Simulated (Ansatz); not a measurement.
Each is relaxed and computed with the program Ansatz at the r²SCAN level (PAW). Which is the only metal?
(A) CsLaS2, R-3m (Cs on 3a, La on 3b, S on 6c)
(B) BaAlGeH, P3m1 (Ba on 1b, Al on 1a, Ge on 1c, H on 1a)
(C) AlCuGeSe4, I-4 (Al on 2c, Cu on 2a, Ge on 2b, Se on 8g)
(D) LaAl2Ge2, P-3m1 (Ge on 2d, Al on 2d, La on 1a)

D, LaAl2Ge2, P-3m1 (Ge on 2d, Al on 2d, La on 1a). LaAl2Ge2: metal; AlCuGeSe4: gap 1.34 eV (indirect); BaAlGeH: gap 1.02 eV (indirect); CsLaS2: gap 2.84 eV (indirect). Standing as an ambient phase not checked: LaAl2Ge2, P-3m1 (Ge on 2d, Al on 2d, La on 1a); AlCuGeSe4, I-4 (Al on 2c, Cu on 2a, Ge on 2b, Se on 8g); BaAlGeH, P3m1 (Ba on 1b, Al on 1a, Ge on 1c, H on 1a); CsLaS2, R-3m (Cs on 3a, La on 3b, S on 6c). All cells were relaxed under the symmetry of their starts (and spin orders); stability against distortions was not tested throughout. Rows with no word on spin ran without spin polarisation. Spin–orbit coupling is left out wherever it is not named.

Potentials: the later of the program's two PAW sets.
